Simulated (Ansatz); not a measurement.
**Ni (Fm-3m): phonons**

Level of theory: LDA, PAW on Ansatz 0.2.0's default frozen-core files (fitted under PBE), scalar-relativistic, spin-polarised.

The cell comes from a PAW relaxation under the same functional.

Launched as:

```sh
ansatz run input.yaml --threads 2 --pin off --max-ram 6144MiB --backend cpu --events-out ev --progress --plain --runs-dir out
```

Input file:

```yaml
crystal:
  lattice:
    - [0.0, 1.71176467021, 1.71176467021]
    - [1.71176467021, 0.0, 1.71176467021]
    - [1.71176467021, 1.71176467021, 0.0]
  atoms:
    - { symbol: Ni, position: [0.0, 0.0, 0.0], spin: 0.6 }
magnetization:
  spin_polarized: true
kpoints:
  mp_grid: { grid: [24, 24, 24] }
scf:
  occupations: { method: fermi_dirac, width: 0.05 }
hamiltonian:
  xc: lda
  pseudopotentials: { kind: paw }
phonons:
  qmesh: [4, 4, 4]
  qpath:
    path:
      - [0.0, 0.0, 0.0]
      - [0.5, 0.0, 0.5]
      - [0.625, 0.25, 0.625]
      - [0.375, 0.375, 0.75]
      - [0.0, 0.0, 0.0]
      - [0.5, 0.5, 0.5]
      - [0.5, 0.25, 0.75]
      - [0.5, 0.0, 0.5]
    npoints: 6
  temperatures: { t_min: 0, t_max: 1000, t_step: 100 }
```

Output (shortened where marked):

```
Warning: RAYON_NUM_THREADS=2 ignored (pool sized by the plan → 2); use --threads N
Engine: ansatz 0.2.0, x86_64-unknown-linux-gnu
Pseudopotentials: kind: paw
Pseudopotential: Ni, paw, valence charge 18, recommended cutoff 420 eV (normal), Ni.paw.azcp
Functional definition: SPW92
  exchange = slater_x
  correlation = pw_c
Crystal: 4 atoms, lattice volume = 40.126 Å³
Basis set: ecut = 420 eV, 755 PW (Γ), FFT grids on a1, a2, −a1+2a2+a3
Bands: 44, of which v1, the nominal top of the filled ones, is band 36 counted from 1 (35 counted from 0)
Symmetry: 16 space group operations
k-points: 914 of 3456
Non-local potential: Ni, projectors of the file, l = 0: 3, l = 1: 2, l = 2: 3, l = 3: 1
PAW form: soft (Blöchl's): semilocal exchange-correlation on the pseudo side does not see the compensation charge
PAW frozen core: Ni, regenerated for the run's functional, and the local potential with it (the file was generated under x = pbe(κ = 0.804, μ = 0.2195149727645171), c = pbe(β = 0.06672455060314922))
PAW one-centre angular grid: Ni, 590 points (default); XC on 64 Gauss nodes
Initial density: handed on by an earlier stage of this run
Starting moments: Σ|m| = 2.4 μB on 4 of 4 sites; this step starts from the density that it was given
Initial wavefunctions: those handed on with the density
Functional: x = slater, c = lda
SCF iter   1: F=—  HF=-23093.538220 eV  |F-HF|=—  |Δ(HF+E_count)|=         —  Δρ=3.71e-8 (↑7.92e-9 ↓3.71e-8)  dr2=1.44e-13  dr2_m=8.46e-14  M=2.310 μB ∫|m|=2.543 μB  β_m=0.30  ethr=1.00e-12  ⟨swp⟩=4.4  Hψ=223063  notcnv=0
preconditioner: auto → Kerker (q_TF=auto, 3.008 Å⁻¹)  [metal: Δε(μ)=0.004 eV  Ē_g=8.852 eV  σ=0.050 eV  W_gap=0.02  n_scr=12 (ndim 8)  ℏωp=37.1 eV  f_vac=0.000  D(μ)=6.89/eV (n_scr^D=122)]
spin=Collinear: Kerker preconditioning applied to the charge; magnetization (m = ρ↑ − ρ↓) channel mixes plain (no charge-response kernel on spin).
SCF iter   2: F=-23093.538220 eV  HF=-23093.538220 eV  |F-HF|=3.64e-12  |Δ(HF+E_count)|=    0.00e0  Δρ=2.17e-8 (↑4.64e-9 ↓2.17e-8)  dr2=5.15e-14  dr2_m=3.20e-14  M=2.310 μB ∫|m|=2.543 μB  ethr=1.00e-12  ⟨swp⟩=2.0  Hψ=147334  notcnv=0
SCF 1 converged in 2 iterations: F = -23093.538220 eV  dr2 = 5.15e-14
  greatest PAW one-centre occupation: 1.002 electrons in one spin orbital (limit 2), on the Ni atom at site 3 (counted from 0), in its partial waves of l = 1
Symmetry: 2 space group operations
k-points: 914 of 3456 (time reversal used)
iter 1 solved again at ethr=4.14e-8 eV; its pass at ethr=3.10e-3 eV (dr2=2.98e-5 eV) is discarded
SCF iter   1: F=—  HF=-23093.538209 eV  |F-HF|=—  |Δ(HF+E_count)|=         —  Δρ=1.51e-4 (↑1.07e-4 ↓1.51e-4)  dr2=4.24e-5  dr2_m=8.07e-7  M=2.310 μB ∫|m|=2.543 μB  β_m=0.30  ethr=4.14e-8  ⟨swp⟩=3.2  Hψ=354660  notcnv=0  defer=2816
spin=Collinear: Kerker preconditioning applied to the charge; magnetization (m = ρ↑ − ρ↓) channel mixes plain (no charge-response kernel on spin).
SCF iter   2: F=—  HF=-23093.538206 eV  |F-HF|=—  |Δ(HF+E_count)|=   2.34e-6  Δρ=1.95e-4 (↑1.05e-4 ↓1.95e-4)  dr2=3.10e-5  dr2_m=1.17e-6  M=2.310 μB ∫|m|=2.543 μB  β_m=0.31  ethr=4.14e-8  ⟨swp⟩=1.0  Hψ=77598  notcnv=0  defer=2816
[... 137 lines left out ...]
Free energy (F): -23093.538220 eV
Harris-Foulkes:  -23093.538220 eV  (|F-HF|=3.64e-12)
Internal energy: -23093.481808 eV  (E = F + TS)
E sigma→0 (E₀):  -23093.510014 eV
Entropy (-TS):   -0.056412 eV (-14.103 meV/atom)
Fermi energy:    19.636887 eV
--- Per-component energies (eV) ---
  E_band       = -1027.416327
  E_kinetic    = 1138.141666
  E_local      = -13216.549751  (includes V_loc(G=0)·N_el)
  E_nonlocal   = 2551.313672
  E_hartree    = 5518.609938
  E_xc         = -341.764037
  E_vxc        = -442.486842  (∫ρ·V_xc dr)
  E_paw        = -6248.742081  (= ΣΔE_a)
  E_vpaw       = -2095.057724  (= ΣTr[D̂ρ^β])
  E_aug_tail   = 0.002788  (compensation charges beyond the density's cutoff)
  E_ewald      = -12496.230484
  E_core_change = 1.736482  (= ΣΔE_core)
  E_smearing   = -0.056412  (= −TS)
  E_closure    = -0.000000  (closes the sum)
  Σ components = -23093.538220   (vs F -23093.538220, Δ=0.00e0)
--- Forces (eV/Å), atoms counted from 1 ---
  atom   1  Ni     0.00000000     0.00000000     0.00000000
  atom   2  Ni     0.00000000     0.00000000     0.00000000
  atom   3  Ni     0.00000000    -0.00000000     0.00000000
  atom   4  Ni     0.00000000     0.00000000    -0.00000000
  max |Σ_I F_I| component: 9.55e-28 eV/Å
--- Phonons: 9 displaced members + 5 references (amplitude of the first 0.0025 Å, Σ member SCF iterations 124) ---
  ASR residual: 2.895e-5 → 0.000e0 eV/Å²; symmetrization residual: 5.786e-5 eV/Å²
  largest component of a force at the reference: 2.4e-28 eV/Å
  ASR residual per site (eV/Å²): 2.90e-5
  Γ frequencies (cm⁻¹): 0.00 0.00 0.00
--- Phonons (by wavevector): 8 wavevectors in 5 supercells ---
  supercell 1 (4 cells, vectors [1, 0, 0], [0, 2, -1], [0, -4, 4] in multiples of the cell's): 2 displaced members by 0.0025 Å; free energy -23093.538220 eV; taken off its force constants: by the sum rule 2.1e-5, by the ...
  symmetry images taken by strict's conditions (phonons.symmetry_images: auto; settled by no image being taken that strict refuses)
  supercell 2 (4 cells, vectors [1, 0, 0], [-1, 1, 1], [0, 0, 4] in multiples of the cell's): 2 displaced members by 0.0025 Å; free energy -23093.538220 eV; taken off its force constants: by the sum rule 2.5e-5, by the ...
  symmetry images taken by strict's conditions (phonons.symmetry_images: auto; settled by no image being taken that strict refuses)
  supercell 3 (4 cells, vectors [1, 0, 0], [0, 1, 0], [0, 0, 4] in multiples of the cell's): 1 displaced member by 0.0025 Å; free energy -23093.538220 eV; taken off its force constants: by the sum rule 2.9e-5, by the ...
  symmetry images taken by strict's conditions (phonons.symmetry_images: auto; settled by no image being taken that strict refuses)
  supercell 4 (4 cells, vectors [1, 0, 0], [0, 1, -1], [0, 0, 4] in multiples of the cell's): 2 displaced members by 0.0025 Å; free energy -23093.538220 eV; taken off its force constants: by the sum rule 1.5e-5, by the ...
  symmetry images taken by strict's conditions (phonons.symmetry_images: auto; settled by no image being taken that strict refuses)
  supercell 5 (4 cells, vectors [0, 1, -2], [-1, 1, 1], [0, 0, 4] in multiples of the cell's): 2 displaced members by 0.0025 Å; free energy -23093.538220 eV; taken off its force constants: by the sum rule 8.3e-6, by the ...
  symmetry images taken by strict's conditions (phonons.symmetry_images: auto; settled by no image being taken that strict refuses)
  q = [0.0000, 0.0000, 0.0000] (star 1, supercell 1; hermiticity 0.00e0, symmetrization 5.35e-17): -0.00 -0.00 -0.00
  q = [0.0000, 0.0000, 0.2500] (star 8, supercell 3; hermiticity 0.00e0, symmetrization 9.04e-16): 110.35 110.35 245.65
  q = [0.0000, 0.0000, -0.5000] (star 4, supercell 1; hermiticity 2.59e-16, symmetrization 1.26e-5): 160.63 160.63 326.81
  q = [0.0000, 0.2500, 0.2500] (star 6, supercell 4; hermiticity 9.39e-53, symmetrization 1.51e-16): 164.56 164.56 244.54
  q = [0.0000, 0.2500, -0.5000] (star 24, supercell 1; hermiticity 3.21e-16, symmetrization 2.01e-16): 199.97 222.60 300.59
  q = [0.0000, 0.2500, -0.2500] (star 12, supercell 2; hermiticity 8.23e-17, symmetrization 3.29e-16): 157.43 225.04 287.45
  q = [0.0000, -0.5000, -0.5000] (star 3, supercell 2; hermiticity 4.77e-16, symmetrization 5.44e-7): 231.73 231.73 314.15
  q = [0.2500, -0.5000, -0.2500] (star 6, supercell 5; hermiticity 8.14e-17, symmetrization 3.26e-16): 222.27 272.46 272.46
  joined force constants: q→R imaginary residual 0.00e0
  density of states and harmonic sums: on the 32×32×32 q-mesh, interpolated from the force constants of a 4×4×4 supercell (no non-analytic term)
  largest difference from the sums on the solved wave vectors: F 1.00e-2 eV, S 1.41e-5 and C_V 4.03e-6 eV/K
```

Self-consistency was reached.

### Harmonic thermodynamics

Harmonic phonons of a crystal by Kohn-Sham DFT at the given cell, standard atomic masses, acoustic sum rule imposed; negative wavenumbers are unstable modes; sums over wave vectors interpolated from the q mesh.

```json
{
 "Zero point energy": "40.93 meV/atom"
}
```

```
temperature (K)  phonon heat capacity (k_B/atom)  phonon entropy (k_B/atom)  phonon free energy (meV/atom)
            100                            1.423                     0.7071                          39.14
            200                            2.424                      2.075                          26.98
            300                            2.721                      3.124                           4.36
            400                            2.838                      3.925                         -26.15
            500                            2.895                      4.565                         -62.83
            600                            2.926                      5.096                         -104.5
            700                            2.946                      5.549                         -150.4
            800                            2.958                      5.943                           -200
            900                            2.967                      6.292                         -252.7
           1000                            2.973                      6.605                         -308.3
```

### Phonons on the q mesh

One row a degenerate set, branches counted upwards.

```
Unstable phonons : no
```

| point | q a (r.l.u.) | q b (r.l.u.) | q c (r.l.u.) | branch | phonon wavenumber (cm⁻¹) | degeneracy |
| --- | --- | --- | --- | --- | --- | --- |
| 0.25/0/0 | 0.25 | 0 | 0 | 1 | 110.4 | 2 |
| 0.25/0/0 | 0.25 | 0 | 0 | 3 | 245.6 | 1 |
| L | 0.5 | 0 | 0 | 1 | 160.6 | 2 |
| L | 0.5 | 0 | 0 | 3 | 326.8 | 1 |
| 0.25/0.25/0 | 0.25 | 0.25 | 0 | 1 | 164.6 | 2 |
| 0.25/0.25/0 | 0.25 | 0.25 | 0 | 3 | 244.5 | 1 |
| 0.5/0.25/0 | 0.5 | 0.25 | 0 | 1 | 200 | 1 |
| 0.5/0.25/0 | 0.5 | 0.25 | 0 | 2 | 222.6 | 1 |
| 0.5/0.25/0 | 0.5 | 0.25 | 0 | 3 | 300.6 | 1 |
| -0.25/0.25/0 | -0.25 | 0.25 | 0 | 1 | 157.4 | 1 |
| -0.25/0.25/0 | -0.25 | 0.25 | 0 | 2 | 225 | 1 |
| -0.25/0.25/0 | -0.25 | 0.25 | 0 | 3 | 287.4 | 1 |
| X | 0.5 | 0.5 | 0 | 1 | 231.7 | 2 |
| X | 0.5 | 0.5 | 0 | 3 | 314.2 | 1 |
| W | -0.25 | 0.5 | 0.25 | 1 | 222.3 | 1 |
| W | -0.25 | 0.5 | 0.25 | 2 | 272.5 | 2 |

Limits of these numbers: frozen-core PAW files fitted under PBE, their cores solved anew for the functional of the run; a lower magnetic state may exist; responses of metals move with mesh and smearing.

Cost: 16 min on 2 threads of Intel(R) Xeon(R) 6975P-C (Granite Rapids), with other jobs on the host, peak memory 4.8 GiB.
